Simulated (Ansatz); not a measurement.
The start is a randomly generated symmetric cell of Lu (space group No. 131). The cell and all atomic positions are relaxed at zero pressure with r2SCAN (plane waves to 500 eV, PAW, scalar-relativistic; Ansatz, a quantum-chemistry and plane-wave program). The first steps use a coarse 5×5×11 k-mesh.

Starting cell:
```
Lu
1.0
    6.43294     0.00000     0.00000
    0.00000     6.43294     0.00000
    0.00000     0.00000     2.97867
Lu
4
Direct
  0.71475   0.00000   0.50000
  0.28525   0.00000   0.50000
  0.00000   0.71475   0.00000
  0.00000   0.28525   0.00000
```

### Question
By how much does the energy per atom fall from start to end?

### Answer
0.41 eV/atom.

### Question
How does the volume change?

### Answer
+45.9 %, from 30.82 to 44.96 Å³/atom.

### Question
How do the shortest distances between atoms change?

### Answer
The closest pairs of elements (up to four, under 3.6 Å), start → end: Lu–Lu 2.76 → 3.21 Å.

### Question
Is the relaxed structure metallic? Give its gap.

### Answer
No gap (metallic).

### Question
What does it relax into? Give the structure.

### Answer

```cif
data_Lu4
_chemical_formula_sum 'Lu4'
_space_group_name_H-M_alt 'P42/mmc'
_space_group_IT_number 131
_space_group_name_Hall '-P 4c 2'
_cell_length_a 7.15769
_cell_length_b 7.15769
_cell_length_c 3.51030
_cell_angle_alpha 90.000
_cell_angle_beta 90.000
_cell_angle_gamma 90.000
loop_
_atom_site_label
_atom_site_type_symbol
_atom_site_symmetry_multiplicity
_atom_site_Wyckoff_symbol
_atom_site_fract_x
_atom_site_fract_y
_atom_site_fract_z
_atom_site_occupancy
Lu1 Lu 4 l 0.00000 0.26503 0.00000 1
```

The space group stays P4₂/mmc (No. 131) (the run could not lower it), with 4 atoms in the primitive cell. Final values are on a 7×7×13 k-mesh of the relaxed cell. The start holds a very short contact (Lu–Lu 2.76 Å). No spin polarisation in the result.

The run could not lose the symmetry of its start, so the end can be a saddle point.

The relaxed structure here is a generated cell of Lu: the first start was made by a random draw of sites in a space group, and the end was not matched to a known phase here, so it may be hypothetical. Known forms of Lu include space group No. 194.
